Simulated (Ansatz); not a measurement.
Starting cell, TaAs (NbAs type, space group I4_1md):

```xyz
4
Lattice="-1.7315 1.7315 5.8665 1.7315 -1.7315 5.8665 1.7315 1.7315 -5.8665" Properties=species:S:1:pos:R:3 pbc="T T T"
Ta     0.0000     0.0000    11.7227
Ta     0.0000     1.7315     2.9229
As     0.0000     0.0000     4.8913
As     1.7315     0.0000     1.9580
```

Scan: atom 2 (Ta, nearest neighbour As at 2.622 Å; its periodic images, 3.5 Å or more away, move with it) is displaced along Cartesian z, direction (0.000, 0.000, 1.000) in Cartesian axes, by s. The other atoms stay.

All values below come from PBE (plane waves to 420 eV, PAW, scalar-relativistic; Ansatz, a program for electronic structure). k mesh 15×15×15 (Γ-centred), Fermi-Dirac smearing 0.05 eV. Energies are smeared free energies. Compression counts positive. With partly filled bands, energies and forces of such displacements shift with the k mesh and the smearing. At this level the bands of TaAs touch or barely overlap. Spin-orbit coupling is left out, though Ta is heavy. TaAs is run without spin polarisation. TaAs was relaxed with its symmetry unable to fall. The zero of ΔE is the undisplaced structure.

**Question.** Estimate the ΔE (meV/cell) and P (GPa) for s (Å) = -0.156, -0.104, -0.052, 0.104, 0.156.

**Answer.** 
```csv
s (Å),ΔE (meV/cell),P (GPa)
-0.156,165,0.9
-0.104,75,0.4
-0.052,19,0.1
0.104,83,0.6
0.156,189,1.4
```

(A displaced cell: forces are minus the slopes of the energy, force constants its curvatures, and phonons follow from these.)
